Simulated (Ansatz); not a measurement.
BaSi$_{2}$:
```xyz
3
Lattice="4.0349 0.0000 0.0000 -2.0174 3.4943 0.0000 0.0000 0.0000 5.2031" Properties=species:S:1:pos:R:3 pbc="T T T"
Ba     0.0000     0.0000     0.0000
Si     2.0174     1.1648     2.9125
Si     0.0000     2.3295     2.2906
```

Relaxed with PBEsol. Special points in fractions of this cell's reciprocal vectors: Γ (0.000, 0.000, 0.000); M (0.500, 0.000, 0.000); K (0.333, 0.333, 0.000); A (0.000, 0.000, 0.500); L (0.500, 0.000, 0.500); H (0.333, 0.333, 0.500).

### Question
List the band energies nearest the Fermi level at these points for plane-wave PAW PBEsol with spin–orbit coupling (Ansatz code).

### Answer
In eV from the Fermi level; about four levels below and three above (degenerate sets whole), none deeper than 8.9 eV; points with the same levels are listed once.

```csv
k,below,above
Γ,-1.94 -1.94 -1.10 -1.10,0.18 0.18 1.87 1.87
M,-0.97 -0.97 -0.04 -0.04,1.43 1.43 2.14 2.14
K,-2.17 -2.17 -2.16 -2.16,2.00 2.00 2.07 2.07
A,-1.75 -1.75 -1.72 -1.72,0.32 0.32 0.75 0.75
L,-2.15 -2.15 -1.62 -1.62,0.41 0.41 2.42 2.42
H,-1.44 -1.44 -1.26 -1.26,1.98 1.98 3.32 3.32
```

Space group P-3m1. The first step of the workflow began from a Materials Project structure, measured or hypothetical; the Crystallography Open Database copy checked does not list it. COD files the formula under space group No. 62, 191, so this cell is another polymorph or a model. Whether it is the stable phase at ambient conditions was not checked. The cell was relaxed with PBEsol under the symmetry of its start; whether a distortion lowers the energy is not shown.

Potentials: the later of the program's two PAW sets.
